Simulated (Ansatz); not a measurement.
**Question.** Name crystals whose computed values (the program Ansatz at the r²SCAN level (PAW)) fall in these windows: Θ_D (K) 290 to 360; HSE06 gap (eV) 2.3 to 3.2; electron conductivity mass (mₑ) 0.22 to 0.30.

**Answer.** 

| crystal | Θ_D (K) | HSE06 gap (eV) | electron conductivity mass (mₑ) |
|---|---|---|---|
| ZnO, Pm-3n (Zn on 6c, O on 6d) | 331 | 2.69 | 0.25 |
Others may fit too.

Typed or built starts, not in the databases checked: ZnO, Pm-3n (Zn on 6c, O on 6d). Not the usual ambient phase: ZnO, Pm-3n (Zn on 6c, O on 6d). The cell was relaxed under the symmetry of its start.

Potentials: the earlier of the program's two PAW sets.
